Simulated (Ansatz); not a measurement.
Level of theory: DFT, PBE+U (U_eff = 6 eV on X's open shell), scalar-relativistic, collinear spin; plane waves to 420 eV with PAW datasets (Ansatz 0.2.0), 8×8×4 k-mesh, Gaussian smearing of 0.05 eV; PAW files: Ansatz's generated set soft_2.

A crystal of composition XS2, relaxed at this level of theory, gives this pattern between 10° and 80°.

Cu Kα1 powder pattern (kinematic, no thermal factors).
```csv
2θ (°),relative intensity
21.29,9
23.49,100
29.73,9
36.86,65
38.68,28
42.55,21
43.36,10
48.05,5
49.17,28
53.46,4
58.85,16
59.49,8
61.75,7
62.38,13
66.10,2
67.02,5
70.02,2
74.13,16
75.28,8
75.29,4
75.86,8
78.44,7
```

Task: Which lattice and cell does the pattern come from?

Result: Tetragonal, space group I4/mmm (No. 139), a = 4.246 Å, b = 4.246 Å, c = 8.340 Å, α = 90.00°, β = 90.00°, γ = 90.00°. The line positions fix the lattice at most, not the space group, and lines under 1 % of the strongest aren't listed; this is the group of the computed cell.

The calculation on XS2, where X is one element, gave:

- Band gap: zero (metallic)
- Density of states at the Fermi level: 0.47 states/(eV·atom)
- Magnetic state: antiferromagnetic
- Site spin moments: X 6.81, -6.81 μB
- Spin moment of the cell: 0.00 μB
- Bader charges: X 1.46; S -0.73 e
- f electrons (orthogonalised atomic orbitals): X 6.95
- Bulk modulus (Birch–Murnaghan): 48 GPa
- Pressure derivative B0′: 4.4

Sites: X on 2a, S on 4d.

Task: Which element is X?
A. Eu
B. Gd
C. Tb
D. Pm

Result: A. X is Eu, so the compound is EuS2.

This is a trial structure made by placing the elements on a prototype's sites, so it needn't be the stable form.

These numbers lack spin–orbit coupling. The run wasn't fully tested for a lower electronic state. Site moments are of spin, integrated over atomic spheres. A U of this size is made for insulators; in a metal, as here, it tends to take f weight out of the bonding and to swell the cell.
